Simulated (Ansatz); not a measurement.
The start is a generated cell, WC placed in the AFLOW prototype AB_hP4_186_b_b (B4, as in ZnS). The cell and all atomic positions are relaxed at zero pressure with PBEsol (plane waves to 420 eV, PAW, scalar-relativistic; Ansatz, a first-principles code). First-step values are on the input's coarse k-mesh.

Ansatz input (later rounds restart from its end on a renewed k-mesh):
Ansatz 0.2 input:
```yaml
crystal:
  lattice:
    - [3.2382194, 0, 0]
    - [-1.6191097, 2.8043803, 0]
    - [0, 0, 5.3034557]
  atoms:
    - { symbol: W, position: [0.66666667, 0.33333333, 0] }
    - { symbol: W, position: [0.33333333, 0.66666667, 0.5] }
    - { symbol: C, position: [0.66666667, 0.33333333, 0.6252] }
    - { symbol: C, position: [0.33333333, 0.66666667, 0.1252] }
basis: { ecutwfc: 420, ecutrho_ratio: 4, xc_grid: 2, fft_grid_basis: typed }
kpoints: { mp_grid: { grid: [8, 8, 5] } }
hamiltonian:
  xc: pbesol
  dispersion: none
  pseudopotentials: { azcp: { folder: ./paw }, kind: paw }
scf: { occupations: { method: fermi_dirac, width: 0.05 } }
relax: { f_tol: 0.01, max_steps: 100, cell: { stress_tol: 0.02 } }
output: { forces: true, stress: true }
```

- Initial pressure = +16 GPa (positive: the cell is compressed)
- Outcome = The space group stays P6₃mc (No. 186) (the run could not lower it); the end is wurtzite type, with 4 atoms in the primitive cell
- Energy released = 0.15 eV/atom
- Volume change = +2.6 %, from 12.04 to 12.36 Å³/atom
- Shortest distances (start → end) = The closest pairs of elements (up to four, under 3.6 Å), start → end: C–W 1.98 → 1.97 Å; W–W 3.24 → 3.09 Å; C–C 3.24 → 3.09 Å
- Band gap at the end = zero (metallic)
- Optimiser moves = 12

Relaxed structure:

```cif
data_C2W2
_chemical_formula_sum 'W2 C2'
_space_group_name_H-M_alt 'P63mc'
_space_group_IT_number 186
_space_group_name_Hall 'P 6c -2c'
_cell_length_a 3.09112
_cell_length_b 3.09112
_cell_length_c 5.97308
_cell_angle_alpha 90.000
_cell_angle_beta 90.000
_cell_angle_gamma 120.000
loop_
_atom_site_label
_atom_site_type_symbol
_atom_site_symmetry_multiplicity
_atom_site_Wyckoff_symbol
_atom_site_fract_x
_atom_site_fract_y
_atom_site_fract_z
_atom_site_occupancy
W1 W 2 b 0.33333 0.66667 0.47767 1
C1 C 2 b 0.33333 0.66667 0.14753 1
```

Final values are on a 17×17×8 k-mesh of the relaxed cell. No spin polarisation in the result.

The run could not lose the symmetry of its start; a randomly shaken copy of 8 atoms returns to this structure.

The relaxed structure here is a generated cell of WC: the first start was made by placing the elements on the sites of a structure type, and the end was not matched to a known phase here, so it may be hypothetical. Known forms of WC include space group No. 187.
